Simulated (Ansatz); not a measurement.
All numbers below come from Ansatz, DFT PBE, scalar-relativistic, plane waves, PAW. All cells share a 420 eV cutoff and Γ-centred k meshes spaced at most about 0.3 Å⁻¹ (about 0.25 or finer for metals, 2π included). No spin polarisation in the final relaxations.

All energies are static (0 K, no zero-point motion).

Two relaxed structures of CsPtS:

A.

```
Cs Pt S
1.0
     4.08250    0.00000    0.00000
    -2.04125    3.53555    0.00000
     0.00000    0.00000   11.42839
Cs Pt S
2 2 2
Direct
  0.00000 0.00000 0.00000
  0.00000 0.00000 0.50000
  0.33333 0.66667 0.25000
  0.66667 0.33333 0.75000
  0.33333 0.66667 0.75000
  0.66667 0.33333 0.25000
```

B.

```
Cs Pt S
1.0
     5.14449    0.00000    0.00000
     0.00000    5.14449    0.00000
     0.00000    0.00000    4.33626
Cs Pt S
1 1 1
Direct
  0.00000 0.00000 0.00000
  0.50000 0.50000 0.00000
  0.50000 0.50000 0.50000
```

Question: Which form is favoured at zero pressure, and by what margin per atom?

Answer: A is lower, by 6 meV/atom. A has space group P6_3/mmc (No. 194), 27.5 Å³/atom and no gap on its mesh; B has space group P4/mmm (No. 123), 38.3 Å³/atom and no gap. Counting S atoms around Cs and Pt (those within 1.25 times the shortest such distance or 1.15 times the sum of covalent radii, 1.27 where that leaves under three; the shortest distance is added where it exceeds 1.18 times the sum of covalent radii), A has Cs 6, Pt 3 and B has Cs 8 from 4.2 Å, Pt 2. The denser one is the lower, and pressure would at first widen the difference. In A, around Cs lie 6 Pt at 3.70 Å, 6 S at 3.70 Å and 6 Cs at 4.08 Å; around Pt lie 3 S at 2.36 Å, 6 Cs at 3.70 Å and 6 Pt at 4.08 Å; S has 3 Pt at 2.36 Å and 6 Cs at 3.70 Å. In B, Cs has 4 Pt at 3.64 Å, 8 S at 4.23 Å, 2 Cs at 4.34 Å and 4 Cs at 5.14 Å; Pt is surrounded by 2 S at 2.17 Å and 4 Cs at 3.64 Å; around S lie 2 Pt at 2.17 Å and 8 Cs at 4.23 Å. Both come from invented guesses.

The k mesh leaves some 4 meV/atom of noise in the energy of each metallic cell. Spin–orbit coupling, which can matter for Pt, is left out. In P4/mmm an odd number of electrons in the primitive cell allows no gap without spin; a larger cell or a magnetic state could open one. A magnetic state wasn't ruled out in cells without spin, among them P6_3/mmc. Cells relaxed within their symmetry can be saddle points.
